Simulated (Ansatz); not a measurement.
V (bcc, W type)

Space group Im-3m (No. 229); a = 2.9847 Å, b = 2.9847 Å, c = 2.9847 Å, α = 90.00°, β = 90.00°, γ = 90.00°

```json
[
 {"atom": "V", "site": "2a", "symmetry": "m-3m", "x": "0.0000", "y": "0.0000", "z": "0.0000"}
]
```
(The calculation used a cell of 1 atom; values per cell refer to that cell.)

Equation-of-state scan: isotropic scaling of the cell above, V₀ being its volume. Symmetry pins the atoms to their sites.

All values below come from r2SCAN (plane waves to 500 eV, PAW, scalar-relativistic; Ansatz, an electronic-structure program). k mesh 22×22×22 (Γ-centred), Fermi-Dirac smearing 0.05 eV. Energies are smeared free energies. The PAW data are Ansatz's earlier set. V is run without spin polarisation. V was relaxed with its symmetry unable to fall. ΔE is measured from the relaxed starting cell. The last digit holds for this mesh only.

| V (Å³/atom) | ΔE (meV/atom) |
|---|---|
| 12.497 | 31.7 |
| 12.657 | 19.9 |
| 12.816 | 11.0 |
| 12.976 | 4.8 |
| 13.136 | 1.2 |
| 13.295 | 0.0 |
| 13.455 | 1.1 |
| 13.614 | 4.4 |
| 13.774 | 9.8 |
| 13.933 | 17.1 |
| 14.093 | 26.3 |

What is the fitted pressure derivative B₀′?

3.6.

What bulk modulus B₀ follows from a third-order Birch-Murnaghan fit?

193 GPa.

(Under strain, the slope of the energy per volume gives the stress and its curvature an elastic modulus.)
